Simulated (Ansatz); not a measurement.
SiGe:
```
CELL_PARAMETERS angstrom
      1.96198     1.13275     6.39888
     -1.96198     1.13275     6.39888
      0.00000    -2.26550     6.39888
ATOMIC_POSITIONS crystal
  Si 0.93881 0.93881 0.93881
  Si 0.06119 0.06119 0.06119
  Ge 0.43599 0.43599 0.43599
  Ge 0.56401 0.56401 0.56401
```

This is the r²SCAN-relaxed structure. Cartesian axes are those of the cell as given.

Task: All from plane-wave PAW r²SCAN (Ansatz code), unless another level is named. Estimate the electron effective mass with spin–orbit coupling.

Result: 0.11, 0.22, 1.3 mₑ (principal values).

Task: Give the HSE06 gap on the r²SCAN cell.

Result: 1.01 eV.

Task: Give the hole effective mass, band 2 of 2 at the edge.

Result: 0.070 along x, 0.56 along z (mₑ).

Task: Give the hole effective mass with spin–orbit coupling.

Result: 0.12 along x, 0.55 along z (mₑ).

Task: Predict the gap with spin–orbit coupling.

Result: 0.59 eV.

Task: What about the conduction-band minimum?

Result: at F (3 equivalent valleys).

Space group R-3m. The start of the workflow was typed in or built on a structure type; neither database checked (COD, Materials Project) lists it. Its standing as an ambient phase is unchecked. The r²SCAN relaxation kept the symmetry of its start; whether a distortion lowers the energy is not shown. Scalar-relativistic: spin–orbit coupling is off unless named, which matters more the heavier the elements.

Potentials: the earlier of the program's two PAW sets.
